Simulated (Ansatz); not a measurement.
Te2Mo:
```xyz
6
Lattice="3.4729 0.0000 0.0000 -1.7364 3.0076 0.0000 0.0000 0.0000 13.7764" Properties=species:S:1:pos:R:3 pbc="T T T"
Mo     0.0000     2.0051     3.4441
Mo     1.7364     1.0025    10.3323
Te     0.0000     2.0051     8.5362
Te     1.7364     1.0025     1.6480
Te     1.7364     1.0025     5.2402
Te     0.0000     2.0051    12.1284
```

Relaxed with LDA.

Question: Decompose the optical modes at the zone centre into irreducible representations, and say which are infrared and Raman allowed.

Answer: Point group 6/mmm: Γ_opt = A1g + A2u + 2B1g + B2u + E1g + E1u + 2E2g + E2u. Infrared: A2u, E1u. Raman: A1g, E1g, E2g.

Question: Assign frequencies (DFPT, the program Ansatz at the LDA level (PAW); without the LO–TO term).

Answer: E2g 28, B1g 39, E2u 119, E1g 121, B2u 174, A1g 178, E1u 240, E2g 240, A2u 290, B1g 296 cm⁻¹.

Subscripts of B labels follow the axes of the standard setting.

Space group P6_3/mmc. The cell was relaxed with LDA under the symmetry of its start; of distortions, only those at the zone centre were tested. No spin polarisation was allowed. The volume moved by -17 % from the start of the relaxation. A crystal of weakly bound layers computed without a dispersion correction: the cell and the soft elastic constants depend strongly on that. Spin–orbit coupling is left out wherever it is not named.

Potentials: the later of the program's two PAW sets.
